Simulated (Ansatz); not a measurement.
SiO₂ in space group P3_221 (No. 154; Si on 3a, O on 6c), plane-wave PAW PBEsol (Ansatz code), all energies at zero smearing, with the estimated change up to a 700 eV cutoff added, with one set of potentials and settings (totals compare only within such a set). Cell of 9 atoms (3 Si, 6 O): -5239.881 eV.

```
element                            reference phase  E (eV/atom)
-------  -----------------------------------------  -----------
Si                      Fd-3m, 2 atoms in the cell    -621.4920
O        C2/m, 4 atoms in the cell, spin-polarised    -558.3554
```

Formation energy per atom, worked out: (-5239.881 − 3×(-621.4920) − 6×(-558.3554))/9 = -2.808 eV/atom (-271 kJ per mol of atoms), at 0 K, without zero-point energy or fitted corrections.

The PBEsol relaxation kept the symmetry of its start. The references are the lowest solids computed at this level, not always the standard phases (solids in place of the gases).

Potentials: the later of the program's two PAW sets.
